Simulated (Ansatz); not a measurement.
The geometry is COD entry 1537945, unchecked; take it as a test cell. The listed cell was then made from it by scaling, straining or moving an atom.

An input for TiOs: DFT, PBEsol, PAW with Ansatz's default frozen-core files, scalar-relativistic (Ansatz 0.2.0). The PAW files were made with PBE; their cores are remade for this functional.

Command: `ansatz run input.yaml --threads 1 --pin off --max-ram 3072MiB --backend cpu --events-out ev --progress --plain --runs-dir out` The run took 3.6 s on 1 thread of Intel(R) Xeon(R) Platinum 8488C (Sapphire Rapids), with other jobs on the host, peak memory 0.45 GiB.

```yaml
crystal:
  lattice:
    - [3.1404074931, 0.0, 0.0]
    - [0.0, 3.1404074931, 0.0]
    - [0.0, 0.0, 3.1404074931]
  atoms:
    - { symbol: Ti, position: [0.5, 0.5, 0.5] }
    - { symbol: Os, position: [0.0, 0.0, 0.0] }
kpoints:
  mp_grid: { grid: [13, 13, 13] }
scf:
  occupations: { method: fermi_dirac, width: 0.03 }
hamiltonian:
  xc: pbesol
  pseudopotentials: { kind: paw }
output:
  forces: true
  stress: true
  eigenvalues: true
  efg: { contact_densities: true }
```

The results part of the log:

```
SCF 1 converged in 6 iterations: F = -13726.236184 eV  dr2 = 8.22e-10
  greatest PAW one-centre occupation: 1.000 electrons in one spin orbital (limit 2), on the Os atom at site 1 (counted from 0), in its partial waves of l = 0
SCF converged after 6 iterations
Free energy (F): -13726.236184 eV
Harris-Foulkes:  -13726.236184 eV  (|F-HF|=8.04e-10)
Internal energy: -13726.235251 eV  (E = F + TS)
E sigma→0 (E₀):  -13726.235717 eV
Entropy (-TS):   -0.000933 eV (-0.467 meV/atom)
Fermi energy:    18.817157 eV
--- Per-component energies (eV) ---
  E_band       = -264.108169
  E_kinetic    = 832.051459
  E_local      = -1673.345849  (includes V_loc(G=0)·N_el)
  E_nonlocal   = 8.003806
  E_hartree    = 677.285483
  E_xc         = -361.598517
  E_vxc        = -404.824834  (∫ρ·V_xc dr)
  E_paw        = -9901.055433  (= ΣΔE_a)
  E_vpaw       = -380.563648  (= ΣTr[D̂ρ^β])
  E_aug_tail   = 0.000042  (compensation charges beyond the density's cutoff)
  E_ewald      = -3307.963559
  E_core_change = 0.387317  (= ΣΔE_core)
  E_smearing   = -0.000933  (= −TS)
  E_closure    = -0.000000  (closes the sum)
  Σ components = -13726.236184   (vs F -13726.236184, Δ=0.00e0)
--- Forces (eV/Å), atoms counted from 1 ---
  atom   1  Ti     0.00000000     0.00000000     0.00000000
  atom   2  Os    -0.00000000     0.00000000    -0.00000000
  max |Σ_I F_I| component: 4.31e-29 eV/Å
--- Stress (GPa, compression-positive) ---
      -17.267929       0.000000       0.000000
        0.000000     -17.267929       0.000000
        0.000000       0.000000     -17.267929
  P = ⅓ Tr σ = -17.2679 GPa (-172.679 kbar)
--- PAW observables at the nuclei: V_zz in 10²¹ V/m², potentials from the cell's mean, atoms counted from 1 ---
  atom   1  Ti V_zz =    -0.000000   η = 0.0000   by run symmetry: forbidden
            electrostatic potential = -2539.216824 V   contact ρ = 56644.109656 e/Å³
  atom   2  Os V_zz =    -0.000000   η = 0.0000   by run symmetry: forbidden
            electrostatic potential = -15459.947619 V   contact ρ = 10298607.439712 e/Å³
--- Band table (eV; the first three rows and the last of 84) ---
  k-point 0: bands = ["-67.0533", "-38.0039", "-26.4018", "-26.4018", "-26.4018", "-14.2564", "-14.2564", "-14.2564", "10.5866", "13.9605", "13.9605", "17.6053", "17.6053", "17.6053", "20.5737", "20.5737", "22.2529", "22.2529"]
  k-point 1: bands = ["-67.0531", "-38.0031", "-26.4082", "-26.4010", "-26.4010", "-14.2683", "-14.2564", "-14.2564", "10.7089", "14.0181", "14.0485", "17.5825", "17.5825", "17.6495", "20.4560", "20.6153", "21.9917", "21.9917"]
  k-point 2: bands = ["-67.0524", "-38.0009", "-26.4259", "-26.3988", "-26.3988", "-14.3013", "-14.2564", "-14.2564", "11.0643", "14.1878", "14.2976", "17.5223", "17.5223", "17.7792", "20.1230", "20.7286", "21.3969", "21.3969"]
  k-point 83: bands = ["-67.0413", "-37.9545", "-26.4966", "-26.4962", "-26.4962", "-14.4169", "-14.4169", "-14.4156", "15.3139", "15.3848", "15.3848", "17.2872", "17.3456", "17.3456", "20.0484", "20.0484", "21.6236", "21.6236"]
```
